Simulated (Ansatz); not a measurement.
Consider the following.

GaSb:
```cif
data_Ga3Sb3
_chemical_formula_sum 'Ga3 Sb3'
_space_group_name_H-M_alt 'P 1'
_space_group_IT_number 1
_cell_length_a 4.42029
_cell_length_b 4.42029
_cell_length_c 9.59293
_cell_angle_alpha 90.000
_cell_angle_beta 90.000
_cell_angle_gamma 120.000
loop_
_space_group_symop_operation_xyz
  'x, y, z'
loop_
_atom_site_label
_atom_site_type_symbol
_atom_site_fract_x
_atom_site_fract_y
_atom_site_fract_z
_atom_site_occupancy
Ga1 Ga 0.50028 0.00000 0.66667 1
Ga2 Ga 0.00000 0.50028 0.33333 1
Ga3 Ga 0.49972 0.49972 0.00000 1
Sb1 Sb 0.50017 0.00000 0.16667 1
Sb2 Sb 0.00000 0.50017 0.83333 1
Sb3 Sb 0.49983 0.49983 0.50000 1
```

This is the PBE-relaxed structure.

All from the program Ansatz at the PBE level (PAW), unless another level is named. Estimate the electronic character.

metallic (no gap).

What about the formation energy from the elements (no fitted shifts)?

-0.023 eV/atom.

And the density of states at the Fermi level?

0.04 states/eV per atom (mean over ±0.08 eV).

Space group P6_222. The cell is a constructed one: a structure type filled with these elements; neither database checked (COD, Materials Project) lists it. It is not the phase usual at ambient conditions (space group No. 216). The cell was relaxed with PBE under the symmetry of its start; its stability against distortions is not shown here. A small band overlap can be real or an error of a semilocal functional. The references are the lowest solids computed at this level, not always the standard phases. Scalar-relativistic: spin–orbit coupling is off unless named, which matters more the heavier the elements.

Potentials: the later of the program's two PAW sets.
